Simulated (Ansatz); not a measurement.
SiO₂: a ladder of calculations

Cell of run 1: a COD entry, taken as it stands.

Space group P4_12_12 (No. 92); a = 4.9501, c = 6.9259 Å.

| site | Wyckoff | site symmetry | x | y | z |
| --- | --- | --- | --- | --- | --- |
| Si | 4a | ..2 | 0.3027 | 0.3027 | 0.0000 |
| O | 8b | 1 | 0.2388 | 0.1086 | 0.1817 |

One atom of each set is listed.

Relaxed positions (PBE, cell held):

Si (0.3068, 0.3068, 0.0000)
O (0.2361, 0.1197, 0.1863)

All runs are DFT with Ansatz 0.2.0 (plane waves and PAW, scalar-relativistic unless spin–orbit coupling is named, Γ-centred meshes, Fermi–Dirac smearing where given) in this cell.

Run 1: PBE, gradients read without the response of the cores, atoms as given; 420 eV, 5×5×4 k-points, smearing 0.02 eV.
Run 2: PBE, gradients read without the response of the cores, atoms relaxed; 420 eV, 5×5×4 k-points, smearing 0.02 eV.
Run 3: r2SCAN, gradients read without the response of the cores, at the relaxed atoms; 500 eV, 5×5×4 k-points, smearing 0.02 eV.

(1) What does each run give, and what moves the gradients most?

Results:

(1) 

```csv
run,Si V_zz (η),O V_zz (η)
1,-0.67 (0.76),9.37 (0.16)
2,-0.42 (0.70),9.68 (0.20)
3,-0.42 (0.65),9.60 (0.20)
```

V_zz in 10²¹ V/m². Against run 1, the gradient tensors on these sites move by at most 0.44 in run 2 (O), 0.38 in run 3 (O). Taken one at a time, the positions of the atoms (as given or relaxed) move the tensors on these sites by up to 0.44 (largest principal value of the change, on O), the functional (r2SCAN with its higher cutoff) by 0.09 (O).

In runs 1, 3 the atoms aren't at the calculated equilibrium (largest force 0.53, 0.32 eV/Å). The cell isn't the equilibrium one in run 1 (calculated pressure 7 GPa), and the entry's cell may itself be off.
